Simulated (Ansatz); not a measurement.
# Kick test of a cell of Mg3Cd2S5

The cell was found from a structure generator's guess, not taken from experiment.

The calculation used DFT PBE, scalar-relativistic, plane waves, PAW in Ansatz 0.2.0. Plane waves to 420 eV, a k mesh through Γ of 10×10×10 on the computed 10-atom cell and Gaussian smearing (0.02 eV); no spin polarisation.

The cell below (10 atoms, space group I4/mmm (No. 139)) is relaxed within its symmetry.

```
CELL_PARAMETERS angstrom
-1.89238 1.89238 13.38875
1.89238 -1.89238 13.38875
1.89238 1.89238 -13.38875
ATOMIC_POSITIONS crystal
Mg 0.50000 0.50000 0.00000
Mg 0.70043 0.70043 0.00000
Mg 0.29957 0.29957 0.00000
Cd 0.89873 0.89873 0.00000
Cd 0.10127 0.10127 0.00000
S 0.00000 0.00000 0.00000
S 0.60067 0.60067 0.00000
S 0.20249 0.20249 0.00000
S 0.79751 0.79751 0.00000
S 0.39933 0.39933 0.00000
```

For the test it was strained at random (σ = 1.5 % a component), the atoms were moved at random (σ = 0.05 Å), and all was relaxed again on a coarse 4×4×4 mesh (in the run’s order of axes) with 0.10 eV smearing, with no symmetry imposed.

Task: Is the structure stable against such a distortion?

Result: It returns, within 1 meV/atom of the unmoved cell on that mesh and with the same symmetry when read at 0.1 Å. No instability shows in this cell; modes of other wave vectors, which need another repeat, aren't tested.
